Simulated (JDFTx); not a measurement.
Reference run:

Pb(110) slab cut from bulk Pb (space group Fm-3m, indices of the conventional cell, lattice of the Materials Project entry mp-20483, not re-optimised): 5 atoms in 5 planes, a 1x1 cell of 17.60 Å² (|a| = 4.990, |b| = 3.528 Å), 7.1 Å between the outermost planes, cell height 23.1 Å, 4×6×1 k mesh, Fermi smearing 0.01 Ha, no spin polarisation.

Reference level: PBE, GBRV ultrasoft potentials, plane waves to 20/100 Ha, in a modified build of JDFTx. Unrelaxed; liquid: linear PCM (GLSSA13), water, 1 M NaF. Potentials refer to SHE, placed 4.44 V below the bulk liquid's zero by convention.

```
run                F per atom, vacuum (eV)  TS per atom (eV)  k states  plane waves per k  work function (eV)  U_pzc (V)
-----------------  -----------------------  ----------------  --------  -----------------  ------------------  ---------
run 1                            -1659.471             0.637        12              11719                3.89      -0.85
run 2 (reference)                -1659.234             0.158        12              11719                3.68      -1.02
run 3                            -1659.172             0.046        12              11719                3.60      -1.07
run 4                            -1659.156             0.019        12              11719                3.59      -1.08
```

Task: One setting differs between these runs. Which?
A) density cutoff alone
B) functional
C) plane-wave cutoffs
D) Fermi smearing width

Result: D, Fermi smearing width. The values, in order: 0.02 Ha; 0.01 Ha; 0.005 Ha; 0.003 Ha.
